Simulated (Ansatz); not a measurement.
## What DFT gives for GaSb3I

```xyz
10
Lattice="3.6271 6.2823 0.0000 -3.6271 6.2823 0.0000 0.0000 0.0000 6.4555" Properties=species:S:1:pos:R:3 pbc="T T T"
Sb    0.0000    2.0201    1.6139
Sb    1.8776    7.2924    4.8416
Sb    1.8776    5.2722    1.6139
Sb    0.0000   10.5445    4.8416
Sb   -1.8776    5.2722    1.6139
Sb   -1.8776    7.2924    4.8416
I     0.0000    8.3764    1.6139
I     0.0000    4.1882    4.8416
Ga    0.0000    0.0000    0.0000
Ga    0.0000    0.0000    3.2278
```

Method: r2SCAN, no spin polarisation; PAW, plane waves to 500 eV, 6×6×5 Γ-centred mesh, fermi-dirac occupations (width 0.1381 eV) (Ansatz 0.2.0), atoms fixed.

(1) Describe some of the short contacts.

(2) Is it stable against the elements?

(3) Which element gives electrons and which takes them?

(4) Is there a gap?

(5) Which atom feels the largest force, and which way?

(6) What does the stress say?

Origin: a known structure type with other elements, at an estimated volume, so it need not be a known compound.

Answers

(1) Sb–Ga at 2.59 Å: least valence density 0.41 e/Å³ and ELF 0.52 there. I–Sb at 3.63 Å: least valence density 0.11 e/Å³ and ELF 0.18 there. Both are smooth PAW fields, read partly inside the augmentation spheres.

(2) 0.56 eV an atom against the elements' usual phases (free molecules for gases, crystals otherwise, with no correction for O₂ or N₂), so at this geometry it isn't bound against them. Relaxing would lower it.

(3) Bader charges in e: Ga +0.01, Sb +0.15, I -0.46. In the mean Sb gives up most and I takes most.

(4) It is a metal, with about 9.9 states/eV a cell as the mean within 0.25 eV of the Fermi level, mostly Sb p (80 %) and I p (13 %).

(5) The largest is on Sb2 (and as large on other atoms): 1.49 eV/Å, components (-1.29, 0.74, 0.00). It makes 141° with the line to a nearest neighbour, Ga9 at 2.59 Å, pointing away from it.

(6) The pressure is 5.9 GPa (compression positive), so with the atoms held at these fractions the cell would first expand; the forces are large, so a full relaxation may end otherwise. The principal stresses 3.4, 3.4, 10.9 GPa differ, so its shape would change too.
